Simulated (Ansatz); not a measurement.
# Kick test of a cell of Ta3P4

The cell was found from a structure generator's guess, not taken from experiment.

Level of theory: DFT PBE, scalar-relativistic, plane waves, PAW (Ansatz 0.2.0). Settings: cutoff 420 eV, Γ-centred mesh 10×10×4 on the computed 7-atom cell, Gaussian smearing of 0.10 eV; no spin polarisation.

The cell below (7 atoms, space group P4/mmm (No. 123)) is relaxed within its symmetry.

```
Ta P
1.0
     3.55569    0.00000    0.00000
     0.00000    3.55569    0.00000
     0.00000    0.00000    9.84856
Ta P
3 4
Cartesian
  0.0000 0.0000 7.4522
  1.7778 1.7778 4.9243
  0.0000 0.0000 2.3964
  0.0000 0.0000 4.9243
  1.7778 1.7778 2.2862
  0.0000 0.0000 0.0000
  1.7778 1.7778 7.5623
```

For the test it was strained at random (σ = 1.5 % a component), the atoms were moved at random (σ = 0.10 Å), and all was relaxed again on a coarse 6×6×2 mesh (in the run’s order of axes) with 0.20 eV smearing, with no symmetry imposed.

Spin–orbit coupling, which can matter for Ta, is left out. The cell is a metal run without spin; a magnetic state may lie lower.

**Question.** Is the structure stable against such a distortion?

**Answer.** It doesn't return. The energy falls by 325 meV/atom on that mesh, the volume changes by -15.0 %, and the end has space group I4/mmm (No. 139) at a loose tolerance. Relaxed again on a 16×16×16 mesh with 0.10 eV smearing, the new structure lies 314 meV/atom below the first (mesh in the axes of the run's cell; the cell below is made exact in the group named). Space group I4/mmm (No. 139), tetragonal, a = 3.282 Å, c = 19.626 Å. Ta on a site of symmetry 4/mmm has 8 P at 2.67 Å, 2 P at 2.92 Å and 4 Ta at 3.28 Å; Ta on a site of symmetry 4mm is surrounded by 5 P at 2.52–2.58 Å, 1 P at 2.98 Å, 4 Ta at 3.06 Å and 4 Ta at 3.28 Å; P on its first site has 4 Ta at 2.52 Å, 4 P at 2.82 Å, 2 Ta at 2.92–2.98 Å and 4 P at 3.28 Å; P on its second site is surrounded by 5 Ta at 2.58–2.67 Å, 1 P at 2.65 Å, 4 P at 2.82 Å and 4 P at 3.28 Å.

```
Ta P
1.0
    -1.64084    1.64084    9.81306
     1.64084   -1.64084    9.81306
     1.64084    1.64084   -9.81306
Ta P
3 4
Direct
  0.00000 0.00000 0.00000
  0.30088 0.30088 0.00000
  0.69912 0.69912 0.00000
  0.85101 0.85101 0.00000
  0.14899 0.14899 0.00000
  0.56741 0.56741 0.00000
  0.43259 0.43259 0.00000
```
